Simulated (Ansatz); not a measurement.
FeSi$_{2}$ in space group P4/mmm (No. 123; Fe on 1a, Si on 2h) at seven volumes, PBEsol (plane waves, PAW; program Ansatz), shape and atoms relaxed at each. One row is withheld.

```
V (Å³/atom)  P (GPa)
-----------  -------
11.096             ?
11.462         13.83
11.828          6.34
12.193          0.00
12.559         -5.37
12.925         -9.97
13.291        -13.74
```

**Question.** Fit the shown pressures and predict the withheld one.

**Answer.** P = (3/2)B₀(x^(7/2) − x^(5/2))[1 + (3/4)(B′ − 4)(x − 1)] with x = (V₀/V)^(2/3). Least squares on the six rows gives V₀ = 12.193 Å³/atom, B₀ = 194 GPa, B′ = 4.58. At V = 11.096, x = 1.0649 and P = 22.71 GPa. The run itself gave 22.63 GPa.

The workflow started from a Materials Project entry (that database holds measured and hypothetical structures alike); the Crystallography Open Database files this formula in space group No. 123, but the cells were not matched. Its standing as an ambient phase is unchecked. Symmetry was held in the PBEsol relaxation; of distortions, only those at the zone centre were tested. The run is not spin-polarised.

Potentials: the later of the program's two PAW sets.
